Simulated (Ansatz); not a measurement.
**BaTiO₃, one structure, two calculations**

Cell: an entry of the Crystallography Open Database (COD), its atoms then relaxed with PBE in this cell.

```
Ba Ti O
1.0
     3.99980    0.00000    0.00000
     0.00000    3.99980    0.00000
     0.00000    0.00000    4.01800
Ba Ti O
1 1 3
Direct
  0.00000 0.00000 0.99703
  0.50000 0.50000 0.48265
  0.50000 0.50000 0.02227
  0.50000 0.00000 0.51302
  0.00000 0.50000 0.51302
```

Sites (sets of like atoms) are named by element and the number of their first atom in this list.

First run. Level of theory: DFT, PBE, plane waves and PAW, scalar-relativistic, 420 eV cutoff, Γ-centred 8×8×8 k-points, Fermi–Dirac smearing 0.02 eV (Ansatz 0.2.0).

```tsv
site	atom	V_zz (10²¹ V/m²)	η
Ba	1	-0.69	0.00
Ti	2	-0.10	0.00
O3	3	1.59	0.00
O4	4	2.80	0.05
```

Second run. The same atoms and settings, except that spin–orbit coupling is included (fully relativistic PAW files).

(1) Given the first result, estimate the second.

## Answers

(1) 

| site | atom | V_zz | η | change of V_zz |
| --- | --- | --- | --- | --- |
| Ba | 1 | -0.70 | 0.00 | -0.01 |
| Ti | 2 | -0.10 | 0.00 | 0.00 |
| O3 | 3 | 1.58 | 0.00 | -0.01 |
| O4 | 4 | 2.79 | 0.05 | -0.01 |

No V_zz moves by more than 0.01.

At this cell the principal stresses reach 5 GPa in size with PBE, which can matter for small gradients.
